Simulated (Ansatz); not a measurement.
GaAs:
```xyz
2
Lattice="0.0000 2.8327 2.8327 2.8327 0.0000 2.8327 2.8327 2.8327 0.0000" Properties=species:S:1:pos:R:3 pbc="T T T"
Ga     0.0000     0.0000     0.0000
As     4.2491     4.2491     4.2491
```

r²SCAN (plane waves, PAW; program Ansatz) gives a gap of 0.97 eV without spin–orbit coupling, maximum at Γ, minimum at Γ.

What happens when spin–orbit coupling is switched on?

The gap decreases by 0.11 eV, to 0.86 eV; maximum at Γ, minimum at Γ.

How large is the spin–orbit splitting of the valence top at Γ?

The fourfold level lies 0.33 eV above the split-off pair.

Give the electron effective mass with spin–orbit coupling.

0.050 mₑ (isotropic).

Give the hole effective mass with spin–orbit coupling, band 1 of 2 at the edge.

0.32 along [100], 0.59 along [110], 0.78 along [111] (mₑ).

Give the hole effective mass with spin–orbit coupling, band 2 of 2 at the edge.

0.064 along [100], 0.059 along [110], 0.057 along [111] (mₑ).

Give the Z2 indices of the occupied bands with spin–orbit coupling.

0;(000).

Space group F-43m (zinc blende). Symmetry was held in the r²SCAN relaxation; phonons on a q-mesh show no instability.

Potentials: the earlier of the program's two PAW sets.
